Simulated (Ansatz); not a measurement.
## KAsH$_{2}$O$_{4}$, first-principles data

KAsH₂O₄:
```yaml
crystal:
  lattice:
    - [0.00000, 5.44741, 3.56237]
    - [5.38003, 0.00000, 3.56237]
    - [5.38003, 5.44741, 0.00000]
  atoms:
    - { symbol: K, position: [0.49779, 0.49779, 0.50221] }
    - { symbol: K, position: [0.74779, 0.74779, 0.75221] }
    - { symbol: H, position: [0.28585, 0.96749, 0.15559] }
    - { symbol: H, position: [0.96749, 0.28585, 0.59107] }
    - { symbol: H, position: [0.09441, 0.65893, 0.96415] }
    - { symbol: H, position: [0.65893, 0.09441, 0.28251] }
    - { symbol: As, position: [0.26762, 0.26762, 0.23238] }
    - { symbol: As, position: [0.01762, 0.01762, 0.98238] }
    - { symbol: O, position: [0.27713, 0.95880, 0.29866] }
    - { symbol: O, position: [0.95880, 0.27713, 0.46541] }
    - { symbol: O, position: [0.95134, 0.78459, 0.97287] }
    - { symbol: O, position: [0.78459, 0.95134, 0.29120] }
    - { symbol: O, position: [0.30288, 0.97845, 0.94490] }
    - { symbol: O, position: [0.97845, 0.30288, 0.77376] }
    - { symbol: O, position: [0.30510, 0.47624, 0.94712] }
    - { symbol: O, position: [0.47624, 0.30510, 0.27155] }
```

Space group Fdd2 (No. 43); conventional cell a = 10.7601 Å, b = 10.8948 Å, c = 7.1247 Å, α = β = γ = 90.00°.

Method: r²SCAN in the plane-wave PAW code Ansatz. The cell and atoms are relaxed at this level. Other levels are named where they apply.

**Cell and energy**

| Property | Result |
|---|---|
| Volume per atom | 13.05 Å³ |
| Density | 2.86 g/cm³ |

**Electronic structure**

| Item | Result |
|---|---|
| Band gap | 4.86 eV (direct) |
| Valence-band maximum | at Γ |
| Conduction-band minimum | at Γ |
| Electron effective mass | 0.52, 0.52, 0.58 mₑ (principal values) |
| Hole effective mass | 3.6 along x, 11 along y (mₑ) |

**Mechanics**

| Quantity | Result |
|---|---|
| Bulk modulus (Birch–Murnaghan fit) | 27.2 GPa |
| Pressure derivative B′ | 6.4 |

**Charges**

| Quantity | Value |
|---|---|
| Bader charges | K +0.89, H +0.66, As +2.80, O -1.26 to -1.24 e |

The first step of the workflow began from a Materials Project structure, measured or hypothetical; the Crystallography Open Database copy checked does not list it. Its standing as an ambient phase is unchecked. Symmetry was held in the r²SCAN relaxation; its stability against distortions is not shown here. Spin–orbit coupling is left out wherever it is not named.

Potentials: the later of the program's two PAW sets.
